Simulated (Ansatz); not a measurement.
Geometry optimisation in Ansatz: input, command and trajectory.

```yaml
crystal:
  lattice:
    - [1.5692049362, 0.9059808923, 6.0757239926]
    - [-1.5692049362, 0.9059808923, 6.0757239926]
    - [0.0, -1.8119617846, 6.0757239926]
  atoms:
    - { symbol: Si, position: [0.7484, 0.7484, 0.7484] }
    - { symbol: Si, position: [0.5849, 0.5849, 0.5849] }
    - { symbol: Sn, position: [0.0, 0.0, 0.0] }
basis:
  ecutwfc: 420
kpoints:
  mp_grid: { grid: [6, 6, 6] }
hamiltonian:
  xc: pbe
scf:
  occupations: { method: gaussian, width: 0.1 }
  lower_state_search: "off"
output:
  forces: true
  stress: true
  eigenvalues: true
relax:
  adjacent_minimum: "off"
  f_tol: 0.04
  max_steps: 70
  cell: { stress_tol: 0.4 }
```

```bash
ansatz run input.yaml --threads 1 --pin off --max-ram 2560MiB --backend cpu --events-out ev --progress --plain --runs-dir out
```

Level of theory: DFT PBE, scalar-relativistic, plane waves, PAW in Ansatz 0.2.0.

Of 14 frames 9 are shown, positions in Å and forces in eV/Å; the SCF threshold varies from step to step. Steps run on the plane waves of an earlier cell, with a Pulay correction in the pressure. The basis is chosen afresh for the last frame, the zero of the energies, and at times for earlier ones too; energy and pressure step there, also at an unchanged geometry. Here that happened at step 12 (-8 meV/atom, 0.4 GPa); the frames before carry an error of that size. The mark taken_back stands on steps that the optimiser undid.

```xyz
3
Lattice="1.5692 0.9060 6.0757 -1.5692 0.9060 6.0757 0.0000 -1.8120 6.0757" Properties=species:S:1:pos:R:3:forces:R:3 pbc="T T T" step=1 free_energy_over_end_meV_per_atom=1960.15 pressure_GPa=60.20
Si    0.0000    0.0000   13.6412    0.0000    0.0000    6.3597
Si    0.0000    0.0000   10.6611    0.0000    0.0000   -6.3740
Sn    0.0000    0.0000    0.0000    0.0000    0.0000    0.0143
3
Lattice="1.6455 0.9501 6.1840 -1.6455 0.9501 6.1840 0.0000 -1.9001 6.1840" Properties=species:S:1:pos:R:3:forces:R:3 pbc="T T T" step=2 free_energy_over_end_meV_per_atom=1024.37 pressure_GPa=24.28
Si    0.0000    0.0000   14.0202    0.0000    0.0000    2.8074
Si    0.0000    0.0000   10.7150    0.0000    0.0000   -2.8007
Sn    0.0000    0.0000    0.0003    0.0000    0.0000   -0.0067
3
Lattice="1.7477 1.0090 5.6638 -1.7477 1.0090 5.6638 0.0000 -2.0181 5.6638" Properties=species:S:1:pos:R:3:forces:R:3 pbc="T T T" step=4 free_energy_over_end_meV_per_atom=361.90 pressure_GPa=2.86
Si    0.0000    0.0000   13.1647    0.0000    0.0000    1.8089
Si    0.0000    0.0000    9.4895    0.0000    0.0000   -1.8499
Sn    0.0000    0.0000    0.0006    0.0000    0.0000    0.0410
3
Lattice="1.7561 1.0139 5.3948 -1.7561 1.0139 5.3948 0.0000 -2.0278 5.3948" Properties=species:S:1:pos:R:3:forces:R:3 pbc="T T T" step=5 free_energy_over_end_meV_per_atom=151.11 pressure_GPa=3.64
Si    0.0000    0.0000   12.7118    0.0000    0.0000    1.3055
Si    0.0000    0.0000    8.8657    0.0000    0.0000   -1.3249
Sn    0.0000    0.0000    0.0012    0.0000    0.0000    0.0194
3
Lattice="1.8378 1.0611 5.0812 -1.8378 1.0611 5.0812 0.0000 -2.1221 5.0812" Properties=species:S:1:pos:R:3:forces:R:3 pbc="T T T" step=7 free_energy_over_end_meV_per_atom=35.09 pressure_GPa=4.37
Si    0.0000    0.0000   12.1762    0.0000    0.0000    0.0986
Si    0.0000    0.0000    8.1624    0.0000    0.0000   -0.0499
Sn    0.0000    0.0000   -0.0143    0.0000    0.0000   -0.0488
3
Lattice="1.8436 1.0644 5.1943 -1.8436 1.0644 5.1943 0.0000 -2.1288 5.1943" Properties=species:S:1:pos:R:3:forces:R:3 pbc="T T T" step=8 free_energy_over_end_meV_per_atom=18.31 pressure_GPa=1.89
Si    0.0000    0.0000   12.4568    0.0000    0.0000    0.2101
Si    0.0000    0.0000    8.3460    0.0000    0.0000   -0.1694
Sn    0.0000    0.0000   -0.0259    0.0000    0.0000   -0.0407
3
Lattice="1.8478 1.0668 5.3953 -1.8478 1.0668 5.3953 0.0000 -2.1336 5.3953" Properties=species:S:1:pos:R:3:forces:R:3 pbc="T T T" step=10 free_energy_over_end_meV_per_atom=9.72 pressure_GPa=-0.09 taken_back
Si    0.0000    0.0000   12.9892    0.0000    0.0000    0.0928
Si    0.0000    0.0000    8.6474    0.0000    0.0000   -0.0794
Sn    0.0000    0.0000   -0.0558    0.0000    0.0000   -0.0133
3
Lattice="1.8555 1.0713 5.3517 -1.8555 1.0713 5.3517 0.0000 -2.1425 5.3517" Properties=species:S:1:pos:R:3:forces:R:3 pbc="T T T" step=11 free_energy_over_end_meV_per_atom=8.61 pressure_GPa=0.05
Si    0.0000    0.0000   12.8917    0.0000    0.0000    0.0191
Si    0.0000    0.0000    8.5663    0.0000    0.0000   -0.0163
Sn    0.0000    0.0000   -0.0516    0.0000    0.0000   -0.0029
3
Lattice="1.8624 1.0753 5.3581 -1.8624 1.0753 5.3581 0.0000 -2.1506 5.3581" Properties=species:S:1:pos:R:3:forces:R:3 pbc="T T T" step=14 free_energy_over_end_meV_per_atom=0.00 pressure_GPa=0.09
Si    0.0000    0.0000   12.9163    0.0000    0.0000   -0.0206
Si    0.0000    0.0000    8.5691    0.0000    0.0000    0.0212
Sn    0.0000    0.0000   -0.0534    0.0000    0.0000   -0.0006
```

The start puts this composition into another compound's structure type, which needn't suit it. At the end the space group is R3m (tolerance 0.05 Å).

It took 65 s on 1 thread of Intel(R) Xeon(R) Platinum 8259CL CPU @ 2.50GHz (Skylake/Cascade Lake), on a shared host, peak memory 0.41 GiB.

The k mesh is coarse.